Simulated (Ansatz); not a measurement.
Pd, DFT, LDA, PAW with Ansatz's default frozen-core files, scalar-relativistic (Ansatz 0.2.0), run on 1 thread of Arm Neoverse N1 on a shared host.

The geometry is COD entry 9008478, unchecked; take it as a test cell. The listed cell was then made from it by scaling, straining or moving an atom.

Command: `ansatz run input.yaml --threads 1 --pin off --max-ram 3072MiB --backend cpu --events-out ev --progress --plain --runs-dir out`

```yaml
crystal:
  lattice:
    - [0.0, 1.983798, 1.9449]
    - [1.983798, 0.0, 1.9449]
    - [1.983798, 1.983798, 0.0]
  atoms:
    - { symbol: Pd, position: [0.0, 0.0, 0.0] }
kpoints:
  mp_grid: { grid: [18, 18, 18] }
scf:
  occupations: { method: fermi_dirac, width: 0.05 }
hamiltonian:
  xc: lda
  pseudopotentials: { kind: paw }
output:
  forces: true
  stress: true
  eigenvalues: true
  efg: { contact_densities: true }
```

Q: How large is the problem that the program sets up?

A: 480 irreducible k-points, 299 plane waves at Γ, 13 bands.

Q: About how long does it take, and how much memory does it use?

A: 9 s of wall time for 6 SCF iterations, with a peak of 0.38 GiB. Times on shared machines scatter by tens of per cent.

Q: And the same cell and mesh by all-electron PAW (datasets made for this crystal), asked for forces, stress, eigenvalues, efg, on the same hardware?

A: 26 s, peak memory 0.53 GiB.
